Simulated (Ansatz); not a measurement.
Below is a relaxed structure of Sc2SiSe. The cell was found from a structure generator's guess, not taken from experiment.

Level of theory: DFT PBE, scalar-relativistic, plane waves, PAW (Ansatz). Cutoff 420 eV, Γ-centred mesh, Gaussian smearing, no spin polarisation.

```cif
data_structure
_symmetry_space_group_name_H-M 'P 1'
_symmetry_Int_Tables_number 1
_cell_length_a 4.8532
_cell_length_b 4.8532
_cell_length_c 5.1369
_cell_angle_alpha 90.000
_cell_angle_beta 90.000
_cell_angle_gamma 120.000
_cell_volume 104.78
loop_
_atom_site_label
_atom_site_type_symbol
_atom_site_fract_x
_atom_site_fract_y
_atom_site_fract_z
_atom_site_occupancy
Sc1 Sc 0.33333 0.66667 0.50000 1
Sc2 Sc 0.66667 0.33333 0.50000 1
Si1 Si 0.00000 0.00000 0.50000 1
Se1 Se 0.00000 0.00000 0.00000 1
```

Formation energies are uncorrected and refer to the elements' standard structures at the same level.

Q: Find its symmetry and describe it.

A: P6/mmm (No. 191). Conventional cell: a = 4.853 Å, c = 5.137 Å. Around Sc lie 3 Sc at 2.80 Å and 3 Si at 2.80 Å; Si is surrounded by 2 Se at 2.57 Å and 6 Sc at 2.80 Å; Se is surrounded by 2 Si at 2.57 Å.

Q: What is its formation energy per atom?

A: +0.13 eV/atom. It can't be a ground state, since the elements alone are lower.

Q: Is it a metal?

A: Yes, bands cross the Fermi level on the 12×12×10 mesh.

The last run used a 12×12×10 mesh (in the run's order of axes) for its 4-atom cell and Gaussian smearing of 0.10 eV. The reference form of Se is held partly by dispersion forces, which this level lacks. Symmetry constrained the relaxation, so the result can be a saddle point. Another cell of Sc2SiSe relaxed alike, in R-3m, lies 1.31 eV/atom lower, so this cell isn't the stable form at this level.
